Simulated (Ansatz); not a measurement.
KLiF₂, ordered on the rocksalt lattice (R-3m) with 4 atoms a cell, relaxed with r2SCAN: 5 runs in Ansatz, each a calculation of independent-particle optics. The symmetry is R-3m (No. 166, trigonal); a = 3.245 Å, c = 16.947 Å in the conventional setting, 12.88 Å³ an atom. Li has 6 F at 2.17 Å; K has 6 F at 2.55 Å; F has 3 Li at 2.17 Å and 3 K at 2.55 Å. No spin polarisation and no zero-point or thermal motion; the cell was built from a prototype and may be hypothetical.

```
CELL_PARAMETERS angstrom
1.62230 0.93664 5.64890
-1.62230 0.93664 5.64890
0.00000 -1.87328 5.64890
ATOMIC_POSITIONS crystal
Li 0.00000 0.00000 0.00000
K 0.50000 0.50000 0.50000
F 0.26895 0.26895 0.26895
F 0.73105 0.73105 0.73105
```

On meshes this coarse, single peaks can be features of the mesh. No local fields, no excitons; the zone sum runs over the cells of the mesh, and ε∞ includes the bands left out of the spectrum. Up to four peaks are listed, those above 15 % of the tallest and inside the complete range; the four can differ from row to row. Rows marked drawn have settings drawn at random (some not listed).

```tsv
functional	k mesh	broadening (eV)	scissors (eV)	range (eV)	settings	direct gap on the mesh before scissors (eV)	ε∞ xx	ε∞ yy	ε∞ zz	complete up to (eV)	tallest peaks of mean ε₂ (eV)
PBE	8×8×8	0.1	0.00	0–23	chosen	6.70	2.20	2.20	2.22	23.0	10.45 17.05 18.10 20.70
r2SCAN	8×8×8	0.1	0.00	0–23	chosen	7.45	2.09	2.09	2.09	23.0	11.30 18.25 18.95 22.80
PBE	8×8×8	0.1	2.07 (to HSE06)	0–23	chosen	6.70	2.05	2.05	2.07	23.0	12.55 19.10 20.15 22.80
LDA	6×6×6	0.25	0.30	0–15	drawn	6.36	2.24	2.24	2.26	15.0	8.70 9.75 10.55 13.90
LDA	4×4×4	0.4	1.50	0–15	drawn	6.36	2.14	2.14	2.16	15.0	10.00 11.80
```
